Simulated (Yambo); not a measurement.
Material: AgCl (space group Cmcm, No. 63) under isotropic strain of +2 % on all lattice vectors; a = b = 5.853 Å, c = 3.922 Å, α = β = 90.00°, γ = 142.44° (4 atoms in the cell). The PBEsol cell relaxed from Materials Project entry mp-570858 was given an isotropic strain of +2 % on all lattice vectors, and the atoms were relaxed again.

With PBEsol (Quantum ESPRESSO, PseudoDojo norm-conserving, 82 Ry, no spin-orbit coupling), the gap between the mesh's edge points ((0.25, 0.25, 0) → Γ) is 0.324 eV.

Question: Estimate the G0W0 gap between the same points from Yambo (4×4×4 Γ-centred k mesh, bands 9 to 99 and a 6 Ry block in the screening, 99 bands in G with the Bruneval-Gonze terminator, plasmon pole fitted at 27.2 eV).

Answer: The correction is 1.404 eV, giving 1.728 eV, 5.3 times the PBEsol value.  Convergence of the G0W0 settings was not tested. Spin-orbit splittings are left out.

This is not the ordinary phase of the substance; no match was found in the copy of COD used, and its stability was not checked.
